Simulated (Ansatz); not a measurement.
Ansatz (an electronic-structure program) input:

Ansatz 0.2 input:
```yaml
crystal:
  lattice:
    - [5.8492235633, 0.0, 0.0]
    - [0.0, 5.8492235633, 0.0]
    - [0.0, 0.0, 5.8492235633]
  atoms:
    - { symbol: Sn, position: [0.0, 0.0, 0.0] }
    - { symbol: I, position: [0.2643112818, 0.7356887182, 0.7356887182] }
    - { symbol: I, position: [0.7356887182, 0.7356887182, 0.2643112818] }
    - { symbol: I, position: [0.7356887182, 0.2643112818, 0.7356887182] }
    - { symbol: I, position: [0.2643112818, 0.2643112818, 0.2643112818] }
kpoints:
  mp_grid: { grid: [4, 4, 4] }
basis: { xc_grid: 2 }
hamiltonian:
  xc: lda
  pseudopotentials: { kind: paw }
scf:
  occupations: { method: fixed }
output:
  optics: { e_range: [0.0, 15.0], de: 0.05, sigma: 0.1, bands: { spectra_wanted_up_to: 12 eV } }
```

Output (shortened):

```
output.optics: the spectra are integrated over the Brillouin zone by k·p interpolation around the k-points, where levels, occupations, output.optics.sigma and …
Pseudopotential: Sn, paw, valence charge 14
Pseudopotential: I, paw, valence charge 17
Functional definition: SPW92
Crystal: 5 atoms, lattice volume = 200.122 Å³
Basis set: ecut = 420 eV, 3887 PW (Γ), exchange–correlation on 80×80×80 points (8 copies of the dense FFT grid, shifted against one another)
Bands: 50, of which v1, the nominal top of the filled ones, is band 41 counted from 1 (40 counted from 0)
Symmetry: 24 space group operations
Space group: P-43m (ITA 215), of the structure as read, at distance tolerance 5.8e-5 Å
k-points: 10 of 64 (time reversal used)
SCF iter   1: F=—  HF=-35304.148002 eV  |F-HF|=—  |Δ(HF+E_count)|=         —  Δρ=4.72e-3  dr2=1.91e-2  ethr=1.77e-3  ⟨swp⟩=5.8  Hψ=1848  notcnv=0  defer=65
preconditioner: auto → Resta (q_TF=auto, 2.351 Å⁻¹)
SCF iter   2: F=—  HF=-35304.145095 eV  |F-HF|=—  |Δ(HF+E_count)|=   2.91e-3  Δρ=2.29e-3  dr2=5.17e-3  ethr=2.32e-5  ⟨swp⟩=2.9  Hψ=827  notcnv=0  defer=66
SCF iter   3: F=—  HF=-35304.144681 eV  |F-HF|=—  |Δ(HF+E_count)|=   4.14e-4  Δρ=4.09e-4  dr2=5.38e-4  ethr=6.31e-6  ⟨swp⟩=2.9  Hψ=702  notcnv=0  defer=67
SCF iter   4: F=—  HF=-35304.144627 eV  |F-HF|=—  |Δ(HF+E_count)|=   5.43e-5  Δρ=1.43e-4  dr2=4.42e-5  ethr=6.56e-7  ⟨swp⟩=2.9  Hψ=841  notcnv=0  defer=66
SCF iter   5: F=—  HF=-35304.144639 eV  |F-HF|=—  |Δ(HF+E_count)|=   1.26e-5  Δρ=2.97e-5  dr2=2.42e-6  ethr=5.38e-8  ⟨swp⟩=3.0  Hψ=881  notcnv=0  defer=66
SCF iter   6: F=—  HF=-35304.144647 eV  |F-HF|=—  |Δ(HF+E_count)|=   8.00e-6  Δρ=1.00e-5  dr2=2.95e-7  ethr=2.96e-9  ⟨swp⟩=2.9  Hψ=980  notcnv=0  defer=66
SCF iter   7: F=—  HF=-35304.144647 eV  |F-HF|=—  |Δ(HF+E_count)|=   1.12e-7  Δρ=2.52e-6  dr2=1.76e-8  ethr=3.60e-10  ⟨swp⟩=2.0  Hψ=660  notcnv=0  defer=66
SCF iter   8: F=—  HF=-35304.144647 eV  |F-HF|=—  |Δ(HF+E_count)|=   3.13e-9  Δρ=7.96e-7  dr2=1.69e-9  ethr=2.15e-11  ⟨swp⟩=2.0  Hψ=860  notcnv=0  defer=66
SCF iter  10: F=-35304.144647 eV  HF=-35304.144647 eV  |F-HF|=7.28e-12  |Δ(HF+E_count)|=  5.09e-11  Δρ=3.18e-8  dr2=3.01e-12  ethr=1.00e-12  ⟨swp⟩=17.6  Hψ=2604  notcnv=0
SCF 1 converged in 10 iterations: F = -35304.144647 eV  dr2 = 3.01e-12
NSCF: frozen V_eff on 10 k-points
Optics k sum: 0 of 10 k-points
Optics k sum: 1 of 10 k-points
Optics k sum: 2 of 10 k-points
Optics k sum: 3 of 10 k-points
Optics k sum: 4 of 10 k-points
Optics k sum: 5 of 10 k-points
Optics k sum: 6 of 10 k-points
Optics k sum: 7 of 10 k-points
Optics k sum: 8 of 10 k-points
Optics k sum: 9 of 10 k-points
Optics k sum: 10 of 10 k-points
Optics k sum: 0 of 10 k-points
Optics k sum: 1 of 10 k-points
Optics k sum: 2 of 10 k-points
Optics k sum: 3 of 10 k-points
Optics k sum: 4 of 10 k-points
Optics k sum: 5 of 10 k-points
Optics k sum: 6 of 10 k-points
Optics k sum: 7 of 10 k-points
Optics k sum: 8 of 10 k-points
Optics k sum: 9 of 10 k-points
Optics k sum: 10 of 10 k-points
Optics k sum: 0 of 10 k-points
Optics k sum: 1 of 10 k-points
Optics k sum: 2 of 10 k-points
Optics k sum: 3 of 10 k-points
Optics k sum: 4 of 10 k-points
Optics k sum: 5 of 10 k-points
Optics k sum: 6 of 10 k-points
Optics k sum: 7 of 10 k-points
Optics k sum: 8 of 10 k-points
Optics k sum: 9 of 10 k-points
Optics k sum: 10 of 10 k-points
output.optics: what the bands over the 88 summed would add to eps1, eps2 and the energy-loss function is held between a lower and an upper bound (7 Lanczos …
SCF converged after 10 iterations
Free energy (F): -35304.144647 eV
Harris-Foulkes:  -35304.144647 eV  (|F-HF|=7.28e-12)
Internal energy: -35304.144647 eV  (E = F + TS)
E sigma→0 (E₀):  -35304.144647 eV
Fermi energy:    4.940178 eV
--- Per-component energies (eV) ---
  E_band       = -1716.327217
  E_kinetic    = 947.095340
  E_local      = -9340.108409  (includes V_loc(G=0)·N_el)
  E_nonlocal   = -371.198204
  E_hartree    = 4847.259652
  E_xc         = -886.303818
  E_vxc        = -611.004038  (∫ρ·V_xc dr)
  E_paw        = -22636.100382  (= ΣΔE_a)
  E_vpaw       = -2035.631371  (= ΣTr[D̂ρ^β])
  E_aug_tail   = 0.000239  (compensation charges beyond the density's cutoff)
  E_ewald      = -7868.338824
  E_core_change = 3.549758  (= ΣΔE_core)
  E_smearing   =  0.000000  (= −TS)
  E_closure    =  0.000000  (closes the sum)
  Σ components = -35304.144647   (vs F -35304.144647, Δ=0.00e0)
  [band-id]    e_kinetic+e_local+e_nonlocal+2·e_hartree+e_vxc+e_vpaw+e_augmentation_tail = -1716.327138   (vs E_band -1716.327217, Δ=7.85e-5)
--- Band table (eV; the first three rows and the last of 10) ---
  k-point 0: bands = ["-39.2340", "-39.2326", "-39.2326", "-39.2326", "-39.1468", "-39.1468", "-39.1466", "-39.1466", "-39.1466", "-39.1456", "-39.1456", "-39.1456", "-38.9203", "-38.9203", "-38.9200", "-38.9200", "-38.9200", "-38.9193", "-38.9193", …
  k-point 1: bands = ["-39.2339", "-39.2328", "-39.2326", "-39.2326", "-39.1468", "-39.1467", "-39.1467", "-39.1466", "-39.1466", "-39.1457", "-39.1456", "-39.1456", "-38.9203", "-38.9202", "-38.9201", "-38.9199", "-38.9199", "-38.9194", "-38.9193", …
  k-point 2: bands = ["-39.2336", "-39.2331", "-39.2326", "-39.2326", "-39.1468", "-39.1467", "-39.1465", "-39.1465", "-39.1465", "-39.1458", "-39.1457", "-39.1457", "-38.9202", "-38.9201", "-38.9199", "-38.9199", "-38.9199", "-38.9197", "-38.9194", …
  k-point 9: bands = ["-39.2335", "-39.2328", "-39.2328", "-39.2328", "-39.1469", "-39.1469", "-39.1466", "-39.1466", "-39.1466", "-39.1456", "-39.1456", "-39.1456", "-38.9201", "-38.9201", "-38.9201", "-38.9198", "-38.9198", "-38.9198", "-38.9194", …
```

Cost: around 3 core-minutes (rough) on shared cores.

The first step of the workflow began from a Materials Project structure, measured or hypothetical; the Crystallography Open Database files this formula in space group No. 215, but the cells were not matched. Its standing as an ambient phase is unchecked. Symmetry was held in the LDA relaxation; its stability against distortions is not shown here. A crystal of weakly bound molecules computed without a dispersion correction: the cell and the soft elastic constants depend strongly on that. Scalar-relativistic: spin–orbit coupling is off unless named, which matters more the heavier the elements.

Potentials: the later of the program's two PAW sets.

Ansatz is a plane-wave DFT program.
